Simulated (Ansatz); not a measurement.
## MnSi: a ladder of calculations

Cell of run 1: an entry of the Crystallography Open Database (COD), taken as it stands.

```xyz
8
Lattice="4.5561 0.0000 0.0000 0.0000 4.5561 0.0000 0.0000 0.0000 4.5561" Properties=species:S:1:pos:R:3 pbc="T T T"
Mn    0.6301    0.6301    0.6301
Mn    1.6480    3.9260    2.9082
Mn    2.9082    1.6480    3.9260
Mn    3.9260    2.9082    1.6480
Si    3.8549    3.8549    3.8549
Si    2.9793    0.7012    1.5769
Si    1.5769    2.9793    0.7012
Si    0.7012    1.5769    2.9793
```

Sites (sets of like atoms) are named by element and the number of their first atom in this list.

Relaxed positions (PBE, cell held):

```
CELL_PARAMETERS angstrom
4.55613 0.00000 0.00000
0.00000 4.55613 0.00000
0.00000 0.00000 4.55613
ATOMIC_POSITIONS crystal
Mn 0.13563 0.13563 0.13563
Mn 0.36437 0.86437 0.63563
Mn 0.63563 0.36437 0.86437
Mn 0.86437 0.63563 0.36437
Si 0.84488 0.84488 0.84488
Si 0.65512 0.15512 0.34488
Si 0.34488 0.65512 0.15512
Si 0.15512 0.34488 0.65512
```

All runs are DFT with Ansatz 0.2.0 (plane waves and PAW, scalar-relativistic unless spin–orbit coupling is named, Γ-centred meshes, Fermi–Dirac smearing where given) in this cell. Start moments of run 1 as typed (μB): 3 on each Mn, none on the rest. Antiparallel start moments (μB): 3 -3 3 -3 0 0 0 0 by atom.

Run 1: PBE, parallel start moments, atoms as given; 420 eV, 7×7×7 k-points, smearing 0.05 eV.
Run 2: PBE, parallel start moments, atoms relaxed; 420 eV, 7×7×7 k-points, smearing 0.05 eV.
Run 3: r2SCAN, parallel start moments, at the relaxed atoms; 500 eV, 7×7×7 k-points, smearing 0.05 eV.
Run 4: PBE, antiparallel start moments, at the relaxed atoms; 420 eV, 7×7×7 k-points, smearing 0.05 eV.
Run 5: PBE, parallel start moments, at the relaxed atoms; 300 eV, 7×7×7 k-points, smearing 0.05 eV; this cutoff lies below the one recommended for these PAW files.

```
run   Mn V_zz (η)   Si V_zz (η)  absolute moment (μB)
  1   0.26 (0.00)  -3.22 (0.00)                   4.7
  2   0.40 (0.00)  -3.54 (0.00)                   4.6
  3  0.069 (0.00)  -3.74 (0.00)                  10.2
  4             ?             ?                     ?
  5   0.42 (0.00)  -3.55 (0.00)                   4.7
```

V_zz in 10²¹ V/m².

**Question.** Estimate the row of run 4.

**Answer.** Mn: 0.40 (0.00); Si: -3.54 (0.00); absolute moment (μB): 4.6. It lies nearest to run 2, from whose tensors on these sites it differs by 0.00 at most (largest principal value of the difference). Taken one at a time, the functional (r2SCAN with its higher cutoff) moves the tensors on these sites by up to 0.33 (largest principal value of the change, on Mn), the positions of the atoms (as given or relaxed) by 0.32 (Si), the cutoff by 0.02 (Mn), the magnetic start by 0.00. Without a gap such differences can lie within the error of the k-mesh, so this order isn't firm. The absolute moment differs between the runs, so they don't all stand in one spin state.

The magnetic order is the one that the run reached from its start moments, not necessarily the measured one. In run 3 the program didn't check the stability of the electronic state in full, so a lower one may lie near. In runs 1, 2, 3, 4, 5 there is no gap above 0.1 eV, so the gradients can move by 10 % or more with the k-mesh. In runs 1, 3 the atoms aren't at the calculated equilibrium (largest force 0.30, 0.41 eV/Å). The cell isn't the equilibrium one in run 1 (calculated pressure -5 GPa), and the entry's cell may itself be off. Runs 1, 2, 4, 5: The run lost most of its start moments on Mn; a state with other moments may lie lower.
